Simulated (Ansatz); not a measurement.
Starting cell, Nb (bcc, W type):

```
Nb
1.0
   -3.30962     3.30962     3.30962
    0.00000     0.00000     3.30962
    0.00000     3.30962     0.00000
Nb
2
Cartesian
  0.00000   0.00000   0.00000
 -1.65481   1.65481   1.65481
```

The atoms are displaced by Q × the pattern below (from a DFPT mode at H = (0.5, 0.5, 0.5), largest move 1; Q in Å), at fixed cell. It is one choice among 3 degenerate patterns. (q is in reciprocal vectors of the primitive cell; the cell shown is doubled to hold the pattern.)

```json
[
 {"atom": "Nb1", "x": "0.000", "y": "0.000", "z": "-1.000"},
 {"atom": "Nb2", "x": "0.000", "y": "0.000", "z": "1.000"}
]
```

These are PBE (plane waves to 420 eV, PAW, scalar-relativistic; Ansatz, a quantum-chemistry and plane-wave program) values and carry that method's errors. k mesh 20×20×20 (Γ-centred), Fermi-Dirac smearing 0.05 eV. Energies are smeared free energies. With partly filled bands, energies and forces of such displacements shift with the k mesh and the smearing. Nb is run without spin polarisation. Nb was relaxed with its symmetry unable to fall. ΔE is measured from the undisplaced structure. The last digit holds for this mesh only.

```json
[
 {"Q (Å)": "-0.1000", "ΔE (meV/cell)": "153.7"},
 {"Q (Å)": "-0.0833", "ΔE (meV/cell)": "withheld"},
 {"Q (Å)": "-0.0667", "ΔE (meV/cell)": "68.6"},
 {"Q (Å)": "-0.0500", "ΔE (meV/cell)": "38.5"},
 {"Q (Å)": "-0.0333", "ΔE (meV/cell)": "17.0"},
 {"Q (Å)": "-0.0167", "ΔE (meV/cell)": "4.2"},
 {"Q (Å)": "0.0000", "ΔE (meV/cell)": "0.0"},
 {"Q (Å)": "0.0167", "ΔE (meV/cell)": "4.2"},
 {"Q (Å)": "0.0333", "ΔE (meV/cell)": "17.0"},
 {"Q (Å)": "0.0500", "ΔE (meV/cell)": "38.5"},
 {"Q (Å)": "0.0667", "ΔE (meV/cell)": "68.6"},
 {"Q (Å)": "0.0833", "ΔE (meV/cell)": "withheld"},
 {"Q (Å)": "0.1000", "ΔE (meV/cell)": "153.7"}
]
```

Task: Fit an even polynomial form (powers 2, 4) to the given rows and predict ΔE at Q = -0.0833.

Result: Least squares on the 11 given rows: ΔE = (15430)·Q² + (-5619)·Q⁴, in meV/cell with Q in Å; root-mean-square residual 0.07 meV/cell. At -0.0833 the fit gives 106.8 meV/cell; the calculation gives 107.2 meV/cell, so the interpolation is off by -0.4 (-0.4 %). The quadratic term alone would give 107.1 meV/cell.

(A displaced cell: forces are minus the slopes of the energy, force constants its curvatures, and phonons follow from these.)
